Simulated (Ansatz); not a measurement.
Total density of states per atom from DFT-r²SCAN in the program Ansatz with PAW potentials, in 0.25 eV bins, energy from the Fermi level:

```
E (eV) | states/eV/atom
    -7.85 |  0.01
    -7.60 |  0.05
    -7.35 | # 0.07
    -7.10 | # 0.10
    -6.85 | # 0.14
    -6.60 | ######## 1.19
    -6.35 | #################### 2.87
    -6.10 | ##################### 2.99
    -5.85 | #################### 2.84
    -5.60 | ################## 2.63
    -5.35 | ################## 2.57
    -5.10 | ######################## 3.52
    -4.85 | ###################### 3.21
    -4.60 | ######################## 3.53
    -4.35 | ################### 2.72
    -4.10 | ################# 2.52
    -3.85 | ################# 2.46
    -3.60 | ####################### 3.32
    -3.35 | ############################## 4.36
    -3.10 | ## 0.26
    -2.85 | # 0.21
    -2.60 | # 0.21
    -2.35 | # 0.20
    -2.10 | # 0.20
    -1.85 | # 0.21
    -1.60 | # 0.21
    -1.35 | # 0.22
    -1.10 | ## 0.22
    -0.85 | ## 0.23
    -0.60 | ## 0.24
    -0.35 | ## 0.25
    -0.10 | ## 0.27
     0.15 | ## 0.28
     0.40 | ## 0.26
     0.65 | ## 0.25
     0.90 | ## 0.25
     1.15 | ## 0.24
     1.40 | ## 0.25
     1.65 | ## 0.28
     1.90 | ## 0.27
     2.15 | ## 0.27
     2.40 | ## 0.24
     2.65 | ## 0.23
     2.90 | # 0.21
     3.15 | # 0.20
     3.40 | # 0.18
     3.65 | # 0.18
     3.90 | # 0.19
     4.15 | # 0.15
     4.40 | # 0.13
     4.65 | # 0.18
```

Q: Which compound is it?
A. Co, hcp (Mg type)
B. EuAgSb, P6_3/mmc (Sb on 2c, Eu on 2a, Ag on 2d)
C. LaOF, R-3m (La on 6c, O on 6c, F on 6c)
D. Ag, hcp (Mg type)

A: D, Ag, hcp (Mg type). Within 0.5 eV of the Fermi level: Ag 5s 57 %, Ag 4d 14 %, outside the projected shells 29 %. Projections are on Löwdin-orthogonalised atomic valence shells; empty p or d shells of many metals are not among them.

The first step of the workflow began from a Materials Project structure, measured or hypothetical; the Crystallography Open Database files this formula in space group No. 194, but the cells were not matched. It is not the phase usual at ambient conditions (space group No. 225). The r²SCAN relaxation kept the symmetry of its start; whether a distortion lowers the energy is not shown. The run is not spin-polarised. Scalar-relativistic: spin–orbit coupling is off unless named, which matters more the heavier the elements.

Potentials: the later of the program's two PAW sets.
